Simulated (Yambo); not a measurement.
Yambo run on MgTe (zinc blende, space group F-43m, No. 216). The wavefunctions are PBE (stringent potentials; Quantum ESPRESSO, PseudoDojo norm-conserving, 107 Ry, scalar-relativistic) ones on a 4×4×4 mesh (17 occupied bands); a = b = c = 4.553 Å, α = β = γ = 60.00°.

Yambo input:

```
rim_cut
gw0
dyson
el_el_corr
HF_and_locXC
cohsex
em1s
RandQpts= 1000000
RandGvec= 1 Ry
EXXRLvcs= 106.6 Ry
VXCRLvcs= 426.4 Ry
Chimod= "HARTREE"
% BndsRnXs
 9 | 296 |
%
NGsBlkXs= 15 Ry
% LongDrXs
 1.0 | 1.0 | 1.0 |
%
ExtendOut
% QPkrange
 1 | 1 | 17 | 18 |
%
```

k points by index: 1 = Γ.

Table of the .qp output:

```
#    K-point    Band    Eo [eV]    E [eV]    E-Eo [eV]    Vxc [eV]    Vnlxc [eV]    Sc|Eo [eV]    Re(Z)    Im(Z)
#
    1    17    0.000000    -3.268254    -3.268254    -12.60531    -14.83037    -1.043192    1.000000    0.000000
    1    18    2.462511    1.415852    -1.046658    -9.830425    -6.101816    -4.775267    1.000000    0.000000
```
(The two width columns are left out.) Convergence of these settings isn't established.

Spin-orbit coupling is not included.

Geometry relaxed with PBEsol.

This is not the ordinary phase of the substance; no match was found in the copy of COD used, and its stability was not checked.
